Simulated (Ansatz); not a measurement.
SiGe:
```
CELL_PARAMETERS angstrom
      3.82592     0.00000     0.00000
      0.00000     3.82592     0.00000
      0.00000     0.00000     5.34646
ATOMIC_POSITIONS crystal
  Ge 0.50000 0.00000 0.33497
  Ge 0.00000 0.50000 0.66503
  Si 0.00000 0.00000 0.00000
  Si 0.50000 0.50000 0.00000
```

Relaxed with PBE. Special points in fractions of this cell's reciprocal vectors: Γ (0.000, 0.000, 0.000); X (0.000, 0.500, 0.000); M (0.500, 0.500, 0.000); Z (0.000, 0.000, 0.500); R (0.000, 0.500, 0.500); A (0.500, 0.500, 0.500).

Q: List the band energies nearest the Fermi level at these points for PBE in the plane-wave PAW code Ansatz.

A: In eV from the Fermi level; about four levels below and three above (degenerate sets whole), none deeper than 8.9 eV; points with the same levels are listed once.

```csv
k,below,above
Γ,-3.49 -3.49 -2.85 -0.43,1.70 1.70 1.79
X,-3.78 -3.78 -1.29 -1.29,0.90 0.90 3.94 3.94
M,-2.46 -2.46 -0.57 -0.57,0.12 0.12 8.88 8.88
Z,-2.72 -2.27 -0.38 -0.38,0.77 1.46 3.54
R,-1.09 -1.09 -0.23 -0.23,0.56 0.56 2.23 2.23
A,-4.39 -4.39 -4.31 -4.31,3.34 3.34 4.31 4.31
```

Space group P4/nmm. The cell is a constructed one: a structure type filled with these elements; neither database checked (COD, Materials Project) lists it. Whether it is the stable phase at ambient conditions was not checked. The cell was relaxed with PBE under the symmetry of its start; whether a distortion lowers the energy is not shown. A crystal of weakly bound layers computed without a dispersion correction: the cell and the soft elastic constants depend strongly on that. Scalar-relativistic: spin–orbit coupling is off unless named, which matters more the heavier the elements.

Potentials: the later of the program's two PAW sets.
